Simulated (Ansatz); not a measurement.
A 2-atom cell of MgS started from a crystallographic database, relaxed with r2SCAN: 8 runs in the plane-wave code Ansatz, each a construction of maximally localised Wannier functions. Space group Fm-3m (No. 225), cubic; a = 5.203 Å in the conventional setting, 17.61 Å³ an atom. Around Mg lie 6 S at 2.60 Å; around S lie 6 Mg at 2.60 Å. The values are computed, spin-unpolarised, and not measurements.

```
Mg S
1.0
     0.00000    2.60152    2.60152
     2.60152    0.00000    2.60152
     2.60152    2.60152    0.00000
Mg S
1 1
Cartesian
  0.0000 0.0000 0.0000
  2.6015 2.6015 2.6015
```

Windows count from the top of the filled bands; a dash means that no such window was set (without an outer window there is no disentanglement).

| functional | SCF mesh | trial orbitals | functions | mesh | window (eV) | frozen (eV) | Ω total (Å²) | Ω invariant (Å²) | largest spread (Å²) | least projectability | interpolation miss of the model's filled bands (eV, to the nearest computed level) |
| --- | --- | --- | --- | --- | --- | --- | --- | --- | --- | --- | --- |
| PBE | 6×6×6 | S s, S p | 4 | 6×6×6 | – | – | 5.77 | 4.70 | 1.44 | 0.93 | 0.044 |
| PBE | 6×6×6 | S s, S p | 4 | 4×4×4 | – | – | 5.29 | 4.25 | 1.32 | 0.92 | 0.156 |
| PBE | 6×6×6 | S s, S p | 4 | 8×8×8 | – | – | 5.96 | 4.88 | 1.49 | 0.92 | 0.011 |
| PBE | 6×6×6 | S p | 3 | 6×6×6 | – | – | 5.81 | 5.76 | 1.94 | 0.85 | 0.043 |
| r2SCAN | 6×6×6 | S s, S p | 4 | 6×6×6 | – | – | 5.58 | 4.51 | 1.39 | 0.94 | 0.031 |
| r2SCAN | 6×6×6 | S p | 3 | 6×6×6 | – | – | 5.61 | 5.57 | 1.87 | 0.86 | 0.030 |
| HSE06 | 6×6×6 | S s, S p | 4 | 6×6×6 | – | – | 5.61 | 4.54 | 1.40 | 0.94 | – |
| HSE06 | 6×6×6 | S p | 3 | 6×6×6 | – | – | 5.65 | 5.61 | 1.88 | 0.86 | – |

For S s, S p with PBE the spread goes 5.29 Å² (4×4×4), 5.77 Å² (6×6×6), 5.96 Å² (8×8×8): finite differences on a coarse mesh understate it.
